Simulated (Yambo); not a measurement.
How GW settings move the gap: CdOFH

G0W0@LDA for CdOFH (space group P2_1, No. 4, within 0.06 Å of Pmn2_1) in Yambo. Reference settings: 4×2×2 Γ-centred k mesh, bands 9 to 155 and a 7 Ry block in the screening, 155 bands in G with the Bruneval-Gonze terminator, plasmon pole fitted at 27.2 eV. The LDA gap (0, 0, -0.5) → Γ on this mesh is 1.62 eV; G0W0 gaps are taken between the same points.

```tsv
change from the reference	G0W0 gap (0, 0, -0.5) → Γ (eV)	shift of the valence edge (eV)	rough Yambo cost
reference settings	3.79	-1.02	1
wavefunctions cut at 20 Ry	3.55	-0.77	about 1/3
exchange cut at 20 Ry	3.38	-0.35	–
exchange cut at 40 Ry	3.70	-0.92	–
52 bands in W, 52 bands in G, 2 Ry block	4.71	-1.35	about 1/5
52 bands in W, 52 bands in G, 3 Ry block	4.53	-1.14	about 1/5
52 bands in W, 52 bands in G, 6 Ry block	4.44	-0.94	about 1/4
94 bands in W, 94 bands in G, 2 Ry block	4.19	-1.31	about 1/2
124 bands in W, 124 bands in G, 2 Ry block	4.09	-1.31	within a factor of two
124 bands in W, 124 bands in G, 3 Ry block	3.86	-1.11	within a factor of two
4 Ry block	3.74	-1.06	within a factor of two
6 Ry block	3.77	-1.01	within a factor of two
4×4×2 mesh	3.81	-1.06	about 4×
70 bands in W, 70 bands in G, 3 Ry block, no terminator	4.14	-0.94	about 1/3
94 bands in W, 94 bands in G, no terminator	3.79	-0.64	within a factor of two
```

The reference isn't shown to be the converged limit. Costs are rough (shared machines), scaled to the same edge states, and given only for runs that recompute the screening.

Spin-orbit splittings are left out.

Geometry of the Materials Project entry, not relaxed at this level; primitive cell a = 3.5344 Å, b = 4.8447 Å, c = 5.6280 Å, α = 90.00°, β = 90.08°, γ = 90.00°.

The structure is a Materials Project entry; no match was found in the copy of COD used, and its stability was not checked.

A shift is the quasiparticle energy of the state minus its LDA energy.
